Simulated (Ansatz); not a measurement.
A geometry of YN away from equilibrium: the start of the relaxation of a relaxed YN cell, doubled along one cell vector, shaken by Gaussian noise of σ = 0.08 Å a coordinate. All values below come from r2SCAN (plane waves to 500 eV, PAW, scalar-relativistic; Ansatz, a program for electronic structure). Γ-centred k-mesh 12×6×12 on the run's cell, Fermi–Dirac smearing 0.05 eV.

```xyz
4
Lattice="0.0000 2.4479 2.4479 4.8957 0.0000 4.8957 2.4479 2.4479 0.0000" Properties=species:S:1:pos:R:3:forces:R:3 pbc="T T T" free_energy=-8496.826 pressure_GPa=1.0
N      0.1084    -0.0712    -0.1295   -0.9376    0.3372   -0.1995
N      2.3742    -0.0616     2.3166    1.0317   -0.2439    0.3229
Y      2.4814     2.3637     2.3012   -0.3073    0.3790    0.1044
Y      4.8909     2.4593     4.8500    0.2132   -0.4722   -0.2277
```

Positions in Å, forces in eV/Å, free energy of the cell in eV (comparable only within this code, potentials and settings). Largest force: 1.11 eV/Å, on N2 (atoms numbered as listed); the geometry lies 0.03 eV/atom above the end of its relaxation.

No spin polarisation in the result.
